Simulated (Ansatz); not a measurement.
LuSe, DFT, PBEsol, PAW with Ansatz's default frozen-core files, scalar-relativistic (Ansatz 0.2.0), run on 1 thread of Intel(R) Xeon(R) 6975P-C (Granite Rapids) on a shared host.

The cell is COD entry 1538176, as deposited and not checked against the literature; nothing was relaxed. The listed cell was then made from it by scaling, straining or moving an atom.

Command: `ansatz run input.yaml --threads 1 --pin off --max-ram 3072MiB --backend cpu --events-out ev --progress --plain --runs-dir out`

```yaml
crystal:
  lattice:
    - [0.0, 2.8426805489, 2.8426805489]
    - [2.8426805489, 0.0, 2.8426805489]
    - [2.8426805489, 2.8426805489, 0.0]
  atoms:
    - { symbol: Lu, position: [0.0, 0.0, 0.0] }
    - { symbol: Se, position: [0.5, 0.5, 0.5] }
kpoints:
  mp_grid: { grid: [9, 9, 9] }
scf:
  occupations: { method: fermi_dirac, width: 0.02 }
hamiltonian:
  xc: pbesol
  pseudopotentials: { kind: paw }
output:
  forces: true
  stress: true
  eigenvalues: true
  efg: { contact_densities: true }
```

(1) How large is the problem that the program sets up?

(2) Estimate the wall time and the peak memory.

(3) And the same cell and mesh by all-electron PAW (datasets made for this crystal), asked for forces, stress, eigenvalues, efg, on the same hardware?

## Answers

(1) 35 irreducible k-points, 893 plane waves at Γ, 25 bands.

(2) 4.3 s of wall time for 6 SCF iterations, with a peak of 0.46 GiB. Times on shared machines scatter by tens of per cent.

(3) 11 s, peak memory 0.62 GiB.
